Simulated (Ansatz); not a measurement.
CoC₄N₆: gradients before and after relaxing the atoms

Start: a structure deposited in the COD.

Space group Pnnm (No. 58); a = 5.9748, b = 7.0433, c = 7.4039 Å.

```csv
site,Wyckoff,site symmetry,x,y,z
Co,2a,..2/m,0.0000,0.0000,0.0000
C,8h,1,0.2644,0.8481,0.6526
N11,8h,1,0.2089,0.9047,0.7921
N19,4g,..m,0.1620,0.2725,0.0000
```

One atom of each set is listed.

The numbers come from a DFT calculation in Ansatz (PBE, plane waves and PAW, scalar-relativistic, collinear spin, 420 eV cutoff, Γ-centred 5×4×4 k-points, Fermi–Dirac smearing 0.02 eV). Start moments as typed (μB): 3 on each Co, none on the rest.

The largest force at the start is 1.9 eV/Å. Relaxing the ions at fixed cell moves them by 0.146 Å at most (atom 19, N) and 0.111 Å rms.

```
site  moved (Å)                         first shell before                          first shell after  V_zz before (10²¹ V/m²)  η before
  Co      0.000                         6 N at 2.09–2.15 Å                         6 N at 2.05–2.18 Å                   -12.71      0.85
   C      0.113             2 N at 1.16–1.32 Å, angle 175°             2 N at 1.17–1.31 Å, angle 175°                    -1.96      0.02
 N11      0.101  1 C at 1.16 Å, 1 Co at 2.09 Å, angle 160°  1 C at 1.17 Å, 1 Co at 2.05 Å, angle 159°                    -3.28      0.90
 N19      0.146              2 C at 1.32 Å, 1 Co at 2.15 Å              2 C at 1.31 Å, 1 Co at 2.18 Å                     7.71      0.80
```

Q: What are V_zz and η after the relaxation?

A: 

```
site  V_zz after  η after  change of V_zz
  Co       13.46     0.99               –
   C       -1.92     0.05           +0.04
 N11        2.82     0.97               –
 N19        7.56     0.71           -0.15
```

The largest change of V_zz along a kept axis is on N19, from 7.71 to 7.56. The whole tensor moves most on Co, by 1.71 along its most changed direction. In per cent, |V_zz| changes by -2 on C, -2 on N (all sites that start above 0.5, bar those whose gradient vanishes or changes sign or whose main axis turns by over 40°). On Co, N11 the largest principal value lies along another axis in the second run, so the two V_zz can't be compared directly.

With these PAW files V_zz is typically within 2 to 3 % of all-electron values, but misses above 10 % occur on Co. All moments are parallel here, as the start or the cell imposes; many such compounds order antiparallel, where fields and spin densities carried over to other atoms largely cancel. The magnetic order is the one that the run reached from its start moments, not necessarily the measured one.
Before: With a gap of 0.3 eV on this mesh, the gradients can still move by some per cent as the k-mesh gets denser.
After: With a gap of 0.2 eV on this mesh, the gradients can still move by some per cent as the k-mesh gets denser.
